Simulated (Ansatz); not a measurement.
NbAs:
```yaml
crystal:
  lattice:
    - [3.20839, 0.00000, 0.00000]
    - [0.00000, 3.20839, 0.00000]
    - [0.00000, 0.00000, 3.20839]
  atoms:
    - { symbol: Nb, position: [0.00000, 0.00000, 0.00000] }
    - { symbol: As, position: [0.50000, 0.50000, 0.50000] }
```

Relaxed with r²SCAN. Special points in fractions of this cell's reciprocal vectors: Γ (0.000, 0.000, 0.000); X (0.000, 0.500, 0.000); M (0.500, 0.500, 0.000); R (0.500, 0.500, 0.500).

Question: List the band energies nearest the Fermi level at these points for DFT-r²SCAN in the program Ansatz with PAW potentials.

Answer: In eV from the Fermi level; about four levels below and three above (degenerate sets whole), none deeper than 8.9 eV; points with the same levels are listed once.

```csv
k,below,above
Γ,-3.18 -3.18,0.11 0.11 0.11
X,-7.86 -2.43 -2.43 -2.25,2.03 3.13 6.07
M,-4.86 -4.86 -2.72 -0.06 -0.06,2.00 2.13 3.30
R,-6.56 -6.56 -6.56,3.43 3.43 3.65 3.65 3.65
```

Space group Pm-3m (CsCl type). A made-up cell: these elements were put on the sites of a structure type; neither database checked (COD, Materials Project) lists it. COD files the formula under space group No. 109, so this cell is another polymorph or a model. Whether it is the stable phase at ambient conditions was not checked. Symmetry was held in the r²SCAN relaxation; whether a distortion lowers the energy is not shown. No spin polarisation was allowed. Scalar-relativistic: spin–orbit coupling is off unless named, which matters more the heavier the elements.

Potentials: the earlier of the program's two PAW sets.
